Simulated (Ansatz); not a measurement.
**Hf3SnS8: relaxed-ion elastic tensor**

All numbers below come from DFT PBE, scalar-relativistic, plane waves, PAW (Ansatz 0.2.0). Settings: 420 eV plane-wave cutoff, Γ-centred 6×6×6 mesh, Gaussian smearing of 0.01 eV. No spin polarisation.

The cell, relaxed at this level:
```yaml
crystal:
  lattice:
    - [7.34943, 0.00000, 0.00000]
    - [-3.67471, 6.36479, 0.00000]
    - [0.00000, 0.00000, 6.93404]
  atoms:
    - { symbol: Hf, position: [0.00000, 0.50000, 0.00000] }
    - { symbol: Hf, position: [0.50000, 0.00000, 0.00000] }
    - { symbol: Hf, position: [0.50000, 0.50000, 0.00000] }
    - { symbol: Sn, position: [0.00000, 0.00000, 0.00000] }
    - { symbol: S, position: [0.16849, 0.33698, 0.21088] }
    - { symbol: S, position: [0.16849, 0.83151, 0.21088] }
    - { symbol: S, position: [0.66667, 0.33333, 0.20688] }
    - { symbol: S, position: [0.66302, 0.83151, 0.21088] }
    - { symbol: S, position: [0.33698, 0.16849, 0.78912] }
    - { symbol: S, position: [0.33333, 0.66667, 0.79312] }
    - { symbol: S, position: [0.83151, 0.16849, 0.78912] }
    - { symbol: S, position: [0.83151, 0.66302, 0.78912] }
```

The structure comes from a generated guess, relaxed at this level; another structure or a mixture of phases may lie lower. Spin–orbit coupling is left out, which matters for heavy elements. No dispersion correction is applied, so modes and constants that involve weak contacts between layers, chains or molecules come out too soft.

(1) Give the relaxed-ion elastic constants (GPa, Voigt order xx yy zz yz xz xy, on the Cartesian axes of the cell above).

(2) Is the crystal stable against homogeneous strain?

(3) And the moduli of a polycrystal (Hill averages)?

Results:

(1)
```
100.8  24.7   0.5  -0.1   0.0   0.0
 24.7 100.8   0.5   0.1   0.0   0.0
  0.5   0.5   1.9   0.0   0.0   0.0
 -0.1   0.1   0.0   0.3   0.0   0.0
  0.0   0.0   0.0   0.0   0.3  -0.1
  0.0   0.0   0.0   0.0  -0.1  38.1
```

(2) Yes: the least eigenvalue of the tensor is 0.3 GPa.

(3) B = 15 GPa, G = 10 GPa, E = 25 GPa, ν = 0.23.
